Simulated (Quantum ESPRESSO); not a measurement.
# Kohn-Sham bands of AlSb (zinc blende)

```
CELL_PARAMETERS angstrom
      0.00000     3.09252     3.09252
      3.09252     0.00000     3.09252
      3.09252     3.09252     0.00000
ATOMIC_POSITIONS crystal
  Al 0.00000 0.00000 0.00000
  Sb 0.25000 0.25000 0.25000
```

Cell from Materials Project (mp-2624), symmetrised, no further relaxation. COD (Crystallography Open Database) has an entry of this formula and space group (matched by these alone). Method: PBE plane waves in Quantum ESPRESSO 7.5 (PseudoDojo norm-conserving files, 64 Ry, no spin polarisation, no spin-orbit coupling), Bloch states on a 8×8×8 mesh through Γ, Wannier90 4.0.1. Density: 8×8×8 mesh, cold smearing 0.01 Ry. Spin-orbit coupling is left out although heavy elements are present.

Energies are relative to the valence-band maximum; weights are on the orthonormalised atomic waves of the pseudopotential files, averaged over the group. 18 electrons a cell are treated as valence.

```json
[
 {"bands": "1–5", "from (eV)": "-28.26", "to (eV)": "-28.23", "filling": "filled", "weight on atomic waves": "…"},
 {"bands": "6", "from (eV)": "-10.60", "to (eV)": "-8.66", "filling": "filled", "weight on atomic waves": "…"},
 {"bands": "7–9", "from (eV)": "-5.43", "to (eV)": "0.00", "filling": "filled", "weight on atomic waves": "…"}
]
```

### Question
Which atomic shells make up each group?

### Answer

- 1–5, weight on atomic waves: Sb 4d 100 %
- 6, weight on atomic waves: Sb 5s 62 %, Al 3p 23 %, Al 3s 12 %
- 7–9, weight on atomic waves: Sb 5p 59 %, Al 3p 25 %, Al 3s 13 %

The Kohn-Sham gap over both meshes and the path is 1.24 eV.
